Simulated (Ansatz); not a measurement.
Relaxation of a randomly generated symmetric cell of Ge2Sb2Te5 (space group No. 191); 9 atoms in the cell, which starts as P6/mmm (No. 191), hP9; a = 8.313 Å, b = 8.313 Å, c = 4.543 Å, α = 90.00°, β = 90.00°, γ = 120.00°. Computed with r2SCAN (plane waves to 500 eV, PAW, scalar-relativistic; Ansatz, a first-principles code). Γ-centred k-mesh 4×4×5 on the run's cell (coarser than for final values), Fermi–Dirac smearing 0.05 eV. This is the first round of the run. 

The optimiser's lines from the output (shortened; P is positive under compression):

```
relax step   1: F+E_penalty+E_count = -56561.91355202 eV  Δ(F+E_penalty+E_count) = +0.000e0 eV  max|allowed force component| = 3.631e0 eV/Å  Δτ_max = 0.0000 Å  P = +30.861 GPa  Ω = 271.884 Å³  (10 SCF iters, dr2 threshold 1.00e-7 eV, accepted)
relax step   2: F+E_penalty+E_count = -56566.71552392 eV  Δ(F+E_penalty+E_count) = -4.802e0 eV  max|allowed force component| = 1.076e0 eV/Å  Δτ_max = 0.0345 Å  P = +20.309 GPa  Ω = 295.005 Å³  (10 SCF iters, dr2 threshold 9.00e-7 eV, accepted)
relax step   3: F+E_penalty+E_count = -56569.92060413 eV  Δ(F+E_penalty+E_count) = -3.205e0 eV  max|allowed force component| = 1.945e-1 eV/Å  Δτ_max = 0.0079 Å  P = +11.366 GPa  Ω = 322.635 Å³  (7 SCF iters, dr2 threshold 9.00e-7 eV, accepted)
relax step   4: F+E_penalty+E_count = -56571.78029849 eV  Δ(F+E_penalty+E_count) = -1.860e0 eV  max|allowed force component| = 3.118e-2 eV/Å  Δτ_max = 0.0026 Å  P = +4.454 GPa  Ω = 359.820 Å³  (7 SCF iters, dr2 threshold 9.00e-7 eV, accepted)
relax step   5: F+E_penalty+E_count = -56572.34339680 eV  Δ(F+E_penalty+E_count) = -5.631e-1 eV  max|allowed force component| = 5.494e-3 eV/Å  Δτ_max = 0.0012 Å  P = -0.180 GPa  Ω = 409.449 Å³  (8 SCF iters, dr2 threshold 9.00e-7 eV, accepted)
relax step   6: F+E_penalty+E_count = -56572.34506733 eV  Δ(F+E_penalty+E_count) = -1.671e-3 eV  max|allowed force component| = 1.821e-3 eV/Å  Δτ_max = 0.0003 Å  P = +0.009 GPa  Ω = 406.694 Å³  (5 SCF iters, dr2 threshold 2.02e-7 eV, accepted)
relax step   7: F+E_penalty+E_count = -56572.36569009 eV  Δ(F+E_penalty+E_count) = -2.062e-2 eV  max|allowed force component| = 1.819e-3 eV/Å  Δτ_max = 0.0000 Å  P = +0.016 GPa  Ω = 406.694 Å³  stress off target by 2.18e-2 GPa  SCF on the basis re-selected at this cell (its energy is not comparable with the rows above)  (9 SCF iters)
relax step   8: F+E_penalty+E_count = -56572.36568905 eV  Δ(F+E_penalty+E_count) = +1.046e-6 eV  max|allowed force component| = 2.425e-4 eV/Å  Δτ_max = 0.0002 Å  P = +0.000 GPa  Ω = 406.941 Å³  (6 SCF iters, dr2 threshold 1.19e-9 eV, accepted)
relax step   9: F+E_penalty+E_count = -56572.36570020 eV  Δ(F+E_penalty+E_count) = -1.115e-5 eV  max|allowed force component| = 2.434e-4 eV/Å  Δτ_max = 0.0000 Å  P = +0.001 GPa  Ω = 406.941 Å³  stress off target by 8.05e-4 GPa  SCF on the basis re-selected at this cell (its energy is not comparable with the rows above)  (6 SCF iters)
```

From the first to the last row the energy changes by -1.16 eV/atom and the volume by +49.7 %. The last row is marked as not comparable with the walk above it, whose basis was carried along; it does compare with step 1, since both stand on a basis selected at the nominal cutoff for their own cell.

Later rounds, restarted from the end of this one on a renewed k-mesh, logged 9 more steps and released under 0.01 eV/atom more. The final structure after all rounds: P6/mmm (No. 191), hP9; a = b = 9.2923 Å, c = 5.4155 Å, α = β = 90.00°, γ = 120.00°. Between re-selections the logged energies stand on a plane-wave basis carried along with the cell. The relaxed cell holds bonded Te–Te pairs (2.71 Å). No spin polarisation in the result.

The run could not lose the symmetry of its start, so the end can be a saddle point.

The relaxed structure here is a generated cell of Ge2Sb2Te5: the first start was made by a random draw of sites in a space group, and the end was not matched to a known phase here, so it may be hypothetical. Known forms of Ge2Sb2Te5 include space group No. 164.
